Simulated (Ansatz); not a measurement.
Relaxed Sn (diamond):

```
Sn
1.0
    0.00000     6.65536     6.65536
    3.32768     3.32768     6.65536
    3.32768     3.32768     0.00000
Sn
4
Direct
  0.00000   0.25000   0.25000
  0.50000   0.25000   0.25000
  0.00000   0.00000   0.00000
  0.50000   0.00000   0.00000
```

The atoms are displaced by Q × the pattern below (from a DFPT mode at X = (0.5, 0.5, 0.0), largest move 1; Q in Å), at fixed cell. It is one choice among 2 degenerate patterns. (q is in reciprocal vectors of the primitive cell; the cell shown is doubled to hold the pattern.)

```csv
atom,x,y,z
Sn1,0.000,0.000,-1.000
Sn2,0.000,0.000,1.000
```

Atoms not listed stay in place.

The numbers are results of PBE (plane waves to 420 eV, PAW, scalar-relativistic; Ansatz, a first-principles code), not measurements. k mesh 12×12×12 (Γ-centred), Fermi-Dirac smearing 0.05 eV. With partly filled bands, energies and forces of such displacements shift with the k mesh and the smearing. Sn was relaxed with its symmetry unable to fall. The relaxed volume of Sn is well above the measured one; the method has no dispersion term. 

```csv
Q (Å),−dE/dQ from forces (eV/Å)
-0.280,4.566
-0.233,3.882
-0.187,3.148
-0.140,2.384
-0.093,1.600
-0.047,0.803
0.000,0.000
0.047,-0.803
0.093,-1.600
0.140,-2.384
0.187,-3.148
0.233,-3.882
0.280,-4.566
```

**Question.** What harmonic wavenumber does the curvature at Q = 0 give?

**Answer.** 141 cm⁻¹. E″ = 17.24 eV/Å², M = Σ mᵢ|uᵢ|² = 237.4 u, ν̃ = 521.5·√(|E″|/M).

(A displaced cell: forces are minus the slopes of the energy, force constants its curvatures, and phonons follow from these.)
